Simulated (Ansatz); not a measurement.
Input and command of a plane-wave DFT calculation in Ansatz:

```yaml
crystal:
  lattice:
    - [-3.0676486678, 3.0676486678, 2.3760656894]
    - [3.0676486678, -3.0676486678, 2.3760656894]
    - [3.0676486678, 3.0676486678, -2.3760656894]
  atoms:
    - { symbol: Al, position: [0.1587211841, 0.6587211841, 0.8174423682] }
    - { symbol: Al, position: [0.6587211841, 0.8412788159, 0.5] }
    - { symbol: Al, position: [0.8412788159, 0.3412788159, 0.1825576318] }
    - { symbol: Al, position: [0.3412788159, 0.1587211841, 0.5] }
    - { symbol: Cu, position: [0.75, 0.75, 0.0] }
    - { symbol: Cu, position: [0.25, 0.25, 0.0] }
basis:
  ecutwfc: 420
kpoints:
  mp_grid: { grid: [14, 14, 14] }
hamiltonian:
  xc: pbe
scf:
  occupations: { method: gaussian, width: 0.15 }
output:
  forces: true
  stress: true
  eigenvalues: true
```

```bash
ansatz run input.yaml --threads 1 --pin off --max-ram 2560MiB --backend cpu --events-out ev --progress --plain --runs-dir out
```

Processor: AMD EPYC 7R43 64-Core Processor (Zen 3), 1 thread, on a host shared with other jobs.

Problem. How long does it run, and how much memory does it take?

Solution. About 42 s on 1 thread of AMD EPYC 7R43 64-Core Processor (Zen 3), on a shared host, peak memory 0.76 GiB. It solves 31 bands at 244 k points (the mesh reduced by the symmetry that the task leaves, which can be less than the crystal's) with about 1727 plane waves, in 7 SCF iterations.
